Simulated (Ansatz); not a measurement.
SiC (wurtzite), relaxed and computed with several functionals in Ansatz (plane waves, PAW).

| functional | a (Å) | c (Å) | V (Å³/atom) | gap (eV) | B₀ by P(V) fit (GPa) |
|---|---|---|---|---|---|
| LDA | 3.056 | 5.016 | 10.14 | 2.13 | 231 |
| HSE06 | (withheld) | (withheld) | (withheld) | (withheld) | (withheld) |
| PBE | 3.092 | 5.074 | 10.50 | 2.31 | 213 |

Q: What belongs in the gaps?

A: 
- HSE06, a (Å): 3.071
- HSE06, c (Å): 5.036
- HSE06, V (Å³/atom): 10.29
- HSE06, gap (eV): 3.17
- HSE06, B₀ by P(V) fit (GPa): 233

All cells were relaxed under the symmetry of their starts (and spin orders); stability against distortions was not tested throughout.

Potentials: the earlier of the program's two PAW sets. The files were generated under PBE; for other functionals the program regenerates the frozen cores, and for LDA and PBEsol the local potential too.

Ansatz (an electronic-structure program) is a plane-wave DFT program.
